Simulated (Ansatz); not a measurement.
Values for one crystal, relaxed and computed with the program Ansatz at the LDA level (PAW); other levels are named.

```yaml
volume_per_atom: 11.61 Å³
band_gap: 4.41 eV (direct)
Pressure derivative B′: 4.9
conduction_band_minimum: at Γ
Bulk modulus (Birch–Murnaghan fit): 96.0 GPa
electron_effective_mass: 0.46, 0.46, 0.52 mₑ (principal values)
valence_band_maximum: at Γ
```

Task: Pick the material that matches.
(A) CaMgAsO4F, C2/c (Pearson symbol mS32)
(B) KRb2BiF6, Fm-3m (K on 4b, Rb on 8c, Bi on 4a, F on 24e)
(C) BaBiO3, C2/m (Pearson symbol mS20)
(D) Cu2O, Pn-3m (Cu on 4c, O on 2a)

Result: A, CaMgAsO4F, C2/c (Pearson symbol mS32)

The workflow started from a Materials Project entry (that database holds measured and hypothetical structures alike); the Crystallography Open Database files this formula in space group No. 15, but the cells were not matched. Whether it is the stable phase at ambient conditions was not checked. The cell was relaxed with LDA under the symmetry of its start; its stability against distortions is not shown here. Spin–orbit coupling is left out wherever it is not named.

Potentials: the later of the program's two PAW sets.
